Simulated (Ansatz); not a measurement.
# ⁴⁹Ti nuclear quadrupole resonance in TiO₂ at a changed volume

Cell: a structure deposited in the COD, relaxed with PBE at fixed cell and then changed (volume scaled by 0.94, ions relaxed).

Space group I4_1/amd:1 (No. 141); a = 3.7069, c = 9.3204 Å.

| site | Wyckoff | site symmetry | x | y | z |
| --- | --- | --- | --- | --- | --- |
| Ti | 4a | -4m2 | 0.0000 | 0.0000 | 0.0000 |
| O | 8e | 2mm. | 0.0000 | 0.0000 | 0.2111 |

One atom of each set is listed; the run and its k-mesh use a cell of 6 atoms with edges of 5.35, 5.35, 5.35 Å.

Computed with Ansatz: DFT, PBE, plane waves and PAW, scalar-relativistic, 420 eV cutoff, Γ-centred 11×11×11 k-points, Fermi–Dirac smearing 0.02 eV.

⁴⁹Ti: I = 7/2, Q = 247.0 mb (year-2017 value). Static lattice, zero field.

(1) Predict the zero-field ⁴⁹Ti lines of each site.

(2) And for 47Ti (I = 5/2, Q = 302.0 mb) on Ti?

Results:

(1) For I = 7/2 and η = 0 the lines are |C_Q|/14 times 1, 2 and 3; η shifts the lowest up most.

| site | atoms | V_zz (10²¹ V/m²) | C_Q (MHz) | η | line frequencies (MHz) |
| --- | --- | --- | --- | --- | --- |
| Ti | 2 | 2.86 | 17.1 | 0.00 | 1.22, 2.44, 3.67 |

(2) C_Q scales with Q to 20.9 MHz, with lines at 3.14, 6.27 MHz.

An axis of threefold or higher order runs through Ti, so V_zz lies along it and η is zero.

At this changed cell the PBE pressure is 20 GPa.

The relaxation (4 steps) took 42 s of wall time (43 s of CPU time) and 0.5 GiB at its peak, on 1 thread of Arm Neoverse V1 (aarch64; 8 cores open to the job, memory cap 3.0 GiB, no GPU), a shared host with a load of 0.5 a core.
